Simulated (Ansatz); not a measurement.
TiCd:
```cif
data_Cd2Ti2
_chemical_formula_sum 'Ti2 Cd2'
_space_group_name_H-M_alt 'P 1'
_space_group_IT_number 1
_cell_length_a 2.88474
_cell_length_b 2.88474
_cell_length_c 9.00322
_cell_angle_alpha 90.000
_cell_angle_beta 90.000
_cell_angle_gamma 90.000
loop_
_space_group_symop_operation_xyz
  'x, y, z'
loop_
_atom_site_label
_atom_site_type_symbol
_atom_site_fract_x
_atom_site_fract_y
_atom_site_fract_z
_atom_site_occupancy
Ti1 Ti 0.00000 0.50000 0.60925 1
Ti2 Ti 0.50000 0.00000 0.39075 1
Cd1 Cd 0.00000 0.50000 0.13319 1
Cd2 Cd 0.50000 0.00000 0.86681 1
```

Relaxed with r²SCAN.

Task: Tabulate the valence density and the electron localisation function along the shortest Ti–Cd contact (3.09 Å), DFT-r²SCAN in the program Ansatz with PAW potentials.

Result: 

| distance from Ti (Å) | density (e/Å³) | ELF |
|---|---|---|
| 0.31 | 8.66 | 0.30 |
| 0.46 | 6.14 | 0.60 |
| 0.62 | 3.27 | 0.66 |
| 0.77 | 1.28 | 0.51 |
| 0.93 | 0.47 | 0.23 |
| 1.08 | 0.24 | 0.09 |
| 1.24 | 0.17 | 0.11 |
| 1.39 | 0.16 | 0.22 |
| 1.54 | 0.17 | 0.32 |
| 1.70 | 0.20 | 0.32 |
| 1.85 | 0.27 | 0.24 |
| 2.01 | 0.43 | 0.22 |
| 2.16 | 0.88 | 0.28 |
| 2.32 | 2.20 | 0.39 |
| 2.47 | 5.32 | 0.49 |
| 2.63 | 10.76 | 0.62 |
| 2.78 | 17.76 | 0.77 |

The density is the valence pseudo-density with augmentation charge, so density and ELF within about 1 Å of a nucleus are not all-electron values.

Space group P4/nmm. The workflow started from an entry of the Crystallography Open Database (COD). Its standing as an ambient phase is unchecked. The r²SCAN relaxation kept the symmetry of its start; whether a distortion lowers the energy is not shown. The run is not spin-polarised.

Potentials: the later of the program's two PAW sets.
